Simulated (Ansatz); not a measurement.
All numbers below come from DFT PBE, scalar-relativistic, plane waves, PAW in Ansatz. All cells share a 420 eV cutoff and Γ-centred k meshes spaced at most about 0.3 Å⁻¹ (about 0.25 or finer for metals, 2π included). No spin polarisation in the final relaxations.

Temperature and zero-point effects are left out. All come from trial cells, and lower structures may exist.

Task: These unrelaxed guesses for Si₂C₃ are each relaxed within their symmetry. Order them by the energy at which they end, lowest first.
1.

```
CELL_PARAMETERS angstrom
1.60905 0.92898 7.41439
-1.60905 0.92898 7.41439
0.00000 -1.85797 7.41439
ATOMIC_POSITIONS crystal
Si 0.40080 0.40080 0.40080
Si 0.59920 0.59920 0.59920
C 0.00000 0.00000 0.00000
C 0.21170 0.21170 0.21170
C 0.78830 0.78830 0.78830
```

2.

```
CELL_PARAMETERS angstrom
3.88142 0.00000 0.00000
-1.94071 3.36141 0.00000
0.00000 0.00000 4.81430
ATOMIC_POSITIONS crystal
Si 0.00000 0.00000 0.00000
Si 0.33333 0.66667 0.50000
C 0.66667 0.33333 0.24227
C 0.66667 0.33333 0.75773
C 0.00000 0.00000 0.50000
```

3.

```
CELL_PARAMETERS angstrom
-2.43774 2.43774 3.50411
2.43774 -2.43774 3.50411
2.43774 2.43774 -3.50411
ATOMIC_POSITIONS crystal
Si 0.50000 0.00000 0.50000
Si 0.00000 0.50000 0.50000
C 0.50000 0.50000 0.00000
C 0.77524 0.77524 0.00000
C 0.22476 0.22476 0.00000
```

4.

```
CELL_PARAMETERS angstrom
3.85600 0.00000 0.00000
-1.92800 3.33939 0.00000
0.00000 0.00000 6.15132
ATOMIC_POSITIONS crystal
Si 0.33333 0.66667 0.16483
Si 0.66667 0.33333 0.83517
C 0.33333 0.66667 0.58027
C 0.66667 0.33333 0.41973
C 0.00000 0.00000 0.00000
```

Result: 4 (ends in P-3m1, 0 meV/atom), 2 (ends in P-6m2, 233 meV/atom), 1 (ends in R-3m, 0.56 eV/atom), 3 (ends in I4/mmm, 0.59 eV/atom). Even the lowest end lies +0.84 eV/atom against the elements.

Weakly bound directions are ill-defined at this level, which has no dispersion term (P-6m2, R-3m, I4/mmm), and this can change margins and order among such cells. Cells relaxed within their symmetry can be saddle points. Some candidate types were left out of the draw beforehand, so a known form may be missing.
